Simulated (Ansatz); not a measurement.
**Question.** Each is relaxed and computed with plane-wave PAW PBE (Ansatz code). Which is the only metal?
A) BAs, Pm-3n (B on 6c, As on 6d)
B) LaAs12Ru4, Im-3 (La on 2a, As on 24g, Ru on 8c)
C) La2O3, La2O3 or Ni2Al3 type
D) AlAs, P6_222 (Al on 3c, As on 3d)

**Answer.** B, LaAs12Ru4, Im-3 (La on 2a, As on 24g, Ru on 8c). LaAs12Ru4: metal; AlAs: gap 0.71 eV (direct); BAs: gap 0.57 eV (indirect); La2O3: gap 3.83 eV (indirect). Constructed cells (a structure type filled with these elements, in neither database checked): AlAs, P6_222 (Al on 3c, As on 3d). Typed or built starts, not in the databases checked: LaAs12Ru4, Im-3 (La on 2a, As on 24g, Ru on 8c); BAs, Pm-3n (B on 6c, As on 6d). Not the usual ambient phase: AlAs, P6_222 (Al on 3c, As on 3d); BAs, Pm-3n (B on 6c, As on 6d). All cells were relaxed under the symmetry of their starts (and spin orders); stability against distortions was not tested throughout. Rows with no word on spin ran without spin polarisation. Scalar-relativistic: spin–orbit coupling is off unless named, which matters more the heavier the elements.

Potentials: the later of the program's two PAW sets.
